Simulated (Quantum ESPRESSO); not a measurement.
Moving one atom in AgAl2In2W3

These are calculations, not measurements. They come from Quantum ESPRESSO 7.5, a public plane-wave density functional program. Each row is one single-point run on a made-up periodic cell of eight metal atoms, with elements, volume, strain and displacements drawn at random and not relaxed, so a cell may be unstable or far from any real phase. There is no spin polarisation or spin-orbit coupling.

Settings: PBE unless stated; PseudoDojo standard norm-conserving files; Fermi-Dirac width 0.25 eV, which means electrons at about 2900 K; cutoff 1116 eV; 8 x 5 x 3 k mesh shifted half a step off Gamma. E is the free energy of the whole cell (internal energy minus TS), so a -TS column is already part of it. Stress is positive in tension, and the pressure P is minus a third of its trace.

Checks: one run of this series was repeated at a higher cutoff and on a denser mesh, which moved values by no more than 0.006 eV, 0.15 GPa and 0.007 eV/Å, and a second program with other atomic files agreed on it to 2 % rms in force and 0.5 GPa in pressure. Known limits: heavy elements are run without spin-orbit coupling, which real alloys of them have; a spin test at this wide smearing found no moment, but such smearing suppresses magnetism that the real alloy may have.

The lattice is hexagonal close-packed, and the cell vectors in Å are (2.948, -0.005, 0.011); (-0.008, 5.004, -0.034); (0.035, -0.062, 9.229), a volume of 136.17 Å³. The elements on sites 1 to 8 are In Al W W In Ag W Al. The runs move the W atom on site 4 by u along x from its drawn, already displaced place and keep all else fixed. Forces are on that atom, and E is counted from run 6.

| run | u (Å) | Fx (eV/Å) | Fy (eV/Å) | Fz (eV/Å) | P (GPa) | E (meV) |
|---|---|---|---|---|---|---|
| 1 | -0.0974 | 1.238 | -0.390 | -0.341 | 5.82 | 104.1 |
| 2 | -0.0624 | ? | ? | ? | ? | ? |
| 3 | -0.0541 | 1.006 | -0.377 | -0.305 | 5.63 | 55.5 |
| 4 | -0.0339 | 0.896 | -0.374 | -0.289 | 5.55 | 36.3 |
| 5 | -0.0141 | 0.788 | -0.371 | -0.274 | 5.48 | 19.6 |
| 6 | 0.0134 | 0.637 | -0.369 | -0.254 | 5.40 | 0.0 |
| 7 | 0.0647 | 0.354 | -0.372 | -0.219 | 5.28 | -25.4 |

## Worked fit

A parabola through the runs shown gives Fx = 0.711 - 5.48 u - 0.7 u² eV/Å, with an error of 0.00 on the linear term and a scatter of 0.000 eV/Å. Minus its integral from run 1 to run 7 is -129 meV, and the table's energies differ by -130 meV.

## Withheld run

Question: what Fx should run 2 give?

The fit gives 1.050 ± 0.001 eV/Å. The calculation gave 1.051 eV/Å.
